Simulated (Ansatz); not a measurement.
HfB2 (MoSi2 or CaC2 type, space group No. 139) under volume change, the program Ansatz at the PBE level (PAW), shape and atoms relaxed at each volume.

```
V (Å³/atom)  E − E(relaxed) (meV/atom)  P (GPa)
-----------  -------------------------  -------
11.155                            53.5    16.77
11.523                            22.6    10.34
11.890                             5.4     4.79
12.258                             0.0     0.00
12.626                             4.9    -4.14
12.994                            18.6    -7.72
13.361                            39.9   -10.81
```

### Question
What does a third-order Birch–Murnaghan fit give for V₀, B₀ and B′?

### Answer
V₀ = 12.26 Å³/atom, B₀ = 148 GPa, B′ = 3.9.

Space group I4/mmm (MoSi2 or CaC2 type). The cell is a constructed one: a structure type filled with these elements; neither database checked (COD, Materials Project) lists it. COD files the formula under space group No. 191, so this cell is another polymorph or a model. Whether it is the stable phase at ambient conditions was not checked. The cell was relaxed with PBE under the symmetry of its start; its stability against distortions is not shown here. The run is not spin-polarised. Scalar-relativistic: spin–orbit coupling is off unless named, which matters more the heavier the elements.

Potentials: the earlier of the program's two PAW sets.
